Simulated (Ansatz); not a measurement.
Cr$_{2}$B:
```xyz
6
Lattice="-2.5547 2.5547 2.1216 2.5547 -2.5547 2.1216 2.5547 2.5547 -2.1216" Properties=species:S:1:pos:R:3 pbc="T T T"
Cr     0.8483     3.4030     0.0000
Cr     1.7065     0.8483     0.0000
Cr     1.7065    -0.8483     2.1216
Cr     0.8483     1.7065     2.1216
B      0.0000     0.0000     1.0608
B      0.0000     0.0000     3.1824
```

Relaxed with r²SCAN.

Question: Map the electron localisation function on the plane through (0.166, 0.334, 0.500) spanned by u = [0, 0, 1] and v = [1, -1, 0] in lattice vectors, from r²SCAN (plane waves, PAW; program Ansatz).

Answer: x is the fraction of u, y of v (the angle between them is 90°; rows are the nearest grid lines); atoms in the plane: Cr at (0.00, 0.00), Cr at (0.00, 0.67), B at (0.50, 0.08), B at (0.50, 0.58).
```
|9986214677667764126899|
|8863113566666653113688|
|6531124555555554211356|
|2223344433333344433222|
|3344454433333344544433|
|3321234444444444321233|
|6541124555555554211456|
|9985213677777763125899|
|9985214664224664125899|
|8863125651001565213688|
|2211256751001576521122|
|1112456764334676542111|
|4433223467777643223344|
|4321111235665321111234|
|3212233212332123322123|
|3223455322332235543223|
|3223455322332235543223|
|4311111113553111111134|
|4421111235665321111244|
|2233445677667765443322|
|1112356764224676532111|
|6631136640000466311366|
|8863125651001565213688|
|9986214677667764126899|
```
Scale: ten equal steps from 0.001 (start of '0') to 0.947 (end of '9'), in the order '0123456789'; x runs from 0.000 to 1.00, y from 0.000 (bottom) to 1.00 (top).

The density is the valence pseudo-density with augmentation charge, so density and ELF within about 1 Å of a nucleus are not all-electron values.

Space group I4/mcm. The workflow started from an entry of the Crystallography Open Database (COD). Whether it is the stable phase at ambient conditions was not checked. The cell was relaxed with r²SCAN under the symmetry of its start; its stability against distortions is not shown here. The workflow began spin-polarised and lost its moments.

Potentials: the later of the program's two PAW sets.
